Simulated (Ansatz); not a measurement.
**Spinel alloy of ZnGa2O4 and ZnAl2O4 (3 of 16 Ga sites exchanged), 56 atoms**

Ansatz, PAW, plane waves. PBEsol relaxation of volume and atoms (shape held) at the single k point (¼, ¼, ¼) without its symmetry partners; single points on the relaxed atoms at the Γ point alone, onto which points of the small cell's zone fold. Arrangement: unlike neighbours preferred. No spin–orbit coupling unless named.

Relaxed structure:

```
Zn Ga O Al
1.0
     8.29417    0.00000    0.00000
     0.00000    8.29417    0.00000
     0.00000    0.00000    8.29417
Zn Ga O Al
8 13 32 3
Direct
  0.87573 0.37552 0.37603
  0.37383 0.87361 0.37627
  0.37382 0.37578 0.87411
  0.12381 0.12575 0.12625
  0.87598 0.87363 0.87411
  0.62596 0.62359 0.12624
  0.62596 0.12576 0.62409
  0.12405 0.62385 0.62433
  0.49988 0.99970 0.00017
  0.75143 0.25121 0.00129
  0.75140 0.00079 0.25169
  0.24838 0.74816 0.99908
  0.24990 0.24968 0.50018
  0.24988 0.49968 0.25019
  0.50099 0.25121 0.25170
  0.74990 0.74969 0.50018
  0.24837 0.99858 0.74865
  0.74989 0.49968 0.75018
  0.99989 0.74969 0.25017
  0.99990 0.24968 0.75018
  0.49879 0.74816 0.74866
  0.51148 0.01128 0.24057
  0.73919 0.23900 0.23949
  0.51148 0.24009 0.01177
  0.74029 0.01128 0.01177
  0.00969 0.50948 0.23346
  0.23804 0.73782 0.23790
  0.00883 0.73186 0.00978
  0.23207 0.50861 0.00978
  0.00882 0.00929 0.73235
  0.23804 0.23740 0.73832
  0.00969 0.23296 0.50997
  0.23207 0.00929 0.50910
  0.26217 0.26154 0.26204
  0.49028 0.49076 0.26800
  0.49029 0.26751 0.49125
  0.26662 0.48989 0.49039
  0.50950 0.50861 0.73236
  0.73761 0.73782 0.73832
  0.50950 0.73187 0.50911
  0.73317 0.50948 0.50998
  0.76175 0.76197 0.26203
  0.99096 0.99008 0.26800
  0.99010 0.76641 0.49038
  0.76771 0.99008 0.49125
  0.76175 0.26154 0.76247
  0.99010 0.48989 0.76690
  0.99097 0.26751 0.99058
  0.76772 0.49076 0.99058
  0.26058 0.76038 0.76087
  0.48830 0.98809 0.75978
  0.48830 0.75929 0.98858
  0.25950 0.98809 0.98858
  0.99990 0.49969 0.00017
  0.99989 0.99969 0.50017
  0.49989 0.49969 0.50018
```

(1) What are the mean bond lengths by pair (pairs within 1.2 times the sum of covalent radii, less contacts 15 % beyond the pair's median; cation–cation pairs of compounds aside; long ionic contacts are cut short by that bound)?

(2) What gap lies between the top filled and the lowest empty level in the single points?

Answers

(1) Al–O 1.932 ± 0.004 Å (standard deviation, 18 bonds); Ga–O 1.992 ± 0.008 Å (standard deviation, 78 bonds); O–Zn 1.965 ± 0.002 Å (standard deviation, 32 bonds).

(2) HSE06 4.80 eV (110 s on 7 threads of Neoverse-V2).
